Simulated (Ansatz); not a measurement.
Property card for TaRu

TaRu:
```yaml
crystal:
  lattice:
    - [3.13938, 0.00000, 0.00000]
    - [0.00000, 3.13938, 0.00000]
    - [0.00000, 0.00000, 3.13938]
  atoms:
    - { symbol: Ta, position: [0.50000, 0.50000, 0.50000] }
    - { symbol: Ru, position: [0.00000, 0.00000, 0.00000] }
```

Space group Pm-3m (No. 221), CsCl type; conventional cell a = b = c = 3.139 Å, α = β = γ = 90.00°.

Method: DFT-PBEsol in the program Ansatz with PAW potentials. Structure relaxed to zero pressure with the same functional. Other levels are named where they apply.

### Cell and energy

```yaml
volume_per_atom: 15.47 Å³
density: 15.14 g/cm³
Formation energy from the elements (no fitted shifts): -0.26 eV/atom
```

### Electronic structure

```yaml
electronic_character: metallic (no gap)
Density of states at the Fermi level: 1.7 states/eV per atom (mean over ±0.08 eV)
Gap with spin–orbit coupling: none (metallic)
```

### Mechanics

```yaml
Bulk modulus (Birch–Murnaghan fit): 272 GPa
Pressure derivative B′: 4.3
Elastic constants (relaxed ions, GPa): C11 = 166, C12 = 325, C44 = 88.9
mechanical_stability: unstable (C has a negative eigenvalue)
```

### Phonons

```yaml
highest_zone_centre_frequency: 146 cm⁻¹
zone_centre_stability: no imaginary mode at Γ
```

The first step of the workflow began from a Materials Project structure, measured or hypothetical; the Crystallography Open Database files this formula in space group No. 221, but the cells were not matched. Its standing as an ambient phase is unchecked. The cell was relaxed with PBEsol under the symmetry of its start. The run is not spin-polarised. As this level gives no gap, shear constants depend on the k-mesh and smearing (Fermi–Dirac, 0.1 eV here). As this level gives no gap, phonon frequencies hold no LO–TO term and depend on the k-mesh and smearing (Fermi–Dirac, 0.1 eV here). On the denser mesh and wider smearing of the elastic run this cell carries a stress of 0.4 GPa. The references are the lowest solids computed at this level, not always the standard phases. Spin–orbit coupling is left out wherever it is not named.

Potentials: the later of the program's two PAW sets.
